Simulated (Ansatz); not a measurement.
Cd₃SeS₂: stable or not

It was reached by relaxing an invented guess, and it needn't be the stable form of this composition.

Level of theory: Ansatz 0.2.0, DFT PBE, scalar-relativistic, plane waves, PAW. Settings of the last relaxation (12-atom cell): 420 eV, 6×6×2 k points, Gaussian smearing of 0.02 eV, no spin polarisation.

```cif
data_structure
_symmetry_space_group_name_H-M 'P 1'
_symmetry_Int_Tables_number 1
_cell_length_a 4.2570
_cell_length_b 4.2570
_cell_length_c 20.8231
_cell_angle_alpha 90.000
_cell_angle_beta 90.000
_cell_angle_gamma 120.000
_cell_volume 326.80
loop_
_atom_site_label
_atom_site_type_symbol
_atom_site_fract_x
_atom_site_fract_y
_atom_site_fract_z
_atom_site_occupancy
Cd1 Cd 0.66667 0.33333 0.99979 1
Cd2 Cd 0.66667 0.33333 0.33800 1
Cd3 Cd 0.66667 0.33333 0.66179 1
Cd4 Cd 0.33333 0.66667 0.16179 1
Cd5 Cd 0.33333 0.66667 0.49978 1
Cd6 Cd 0.33333 0.66667 0.83800 1
Se1 Se 0.66667 0.33333 0.79076 1
Se2 Se 0.33333 0.66667 0.29076 1
S1 S 0.66667 0.33333 0.12336 1
S2 S 0.66667 0.33333 0.46130 1
S3 S 0.33333 0.66667 0.62336 1
S4 S 0.33333 0.66667 0.96130 1
```

Energies over the elements count from the elements' standard structures at the same level, with no fitted energy shifts.

Question: These tests were run: energy against the elements; random kick, then relaxation without symmetry; phonons on a 2×2×1 q mesh. What do they show?

Answer:

```tsv
test	result
energy against the elements	−0.643 eV/atom
random kick, then relaxation without symmetry	returns
phonons on a 2×2×1 q mesh	no imaginary mode on the mesh
```

It fails none of these tests. Whether a mixture of other phases lies lower isn't tested here.

The reference forms of S and Se are held partly by dispersion forces, which this level lacks. The kick test ran on a coarse mesh. The run for the phonons used a 6×6×2 k mesh.
